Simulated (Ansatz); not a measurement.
# CdBi: reading a single point

```
Cd Bi
1.0
    10.08126    0.00000    0.00000
     0.00000    6.85454    0.00000
     0.00000    0.00000    5.84596
Cd Bi
2 2
Direct
  0.00000 0.50000 0.68300
  0.50000 0.00000 0.31700
  0.00000 0.00000 0.06800
  0.50000 0.50000 0.93200
```

The numbers come from plane-wave PAW DFT (Ansatz): PBE, no spin polarisation, 420 eV, 4×5×6 Γ-centred k points, fermi-dirac occupations (width 0.0278 eV). Nothing was relaxed.

Task: Is there a gap?

Result: It is a metal, with about 15 states/eV a cell as the mean within 0.25 eV of the Fermi level, mostly Bi p (95 %).

Task: What does the stress say?

Result: The pressure is -1.8 GPa (compression positive), so with the atoms held at these fractions the cell would first shrink. The principal stresses -2.8, -1.8, -0.7 GPa differ, so its shape would change too.

Task: Is it stable against the elements?

Result: 1.78 eV an atom against the elements' usual phases (free molecules for gases, crystals otherwise, with no correction for O₂ or N₂), so at this geometry it isn't bound against them. Relaxing would lower it.

Task: How is the charge shared?

Result: Bader charges in e: Cd +0.09, Bi -0.09. In the mean Cd gives up most and Bi takes most.

Task: Which atom feels the largest force, and which way?

Result: The largest is on Bi3 (and as large on other atoms): 0.46 eV/Å, components (0.00, 0.00, -0.46). It makes 57° with the line to a nearest neighbour, Cd1 at 4.10 Å.

Origin: a known structure type with other elements, at an estimated volume, so it need not be a known compound. Caveats: many states at the Fermi level without spin polarisation, so a magnetic state may lie lower; the Fermi level lies in a narrow band between gaps, which spin or distortion may split.
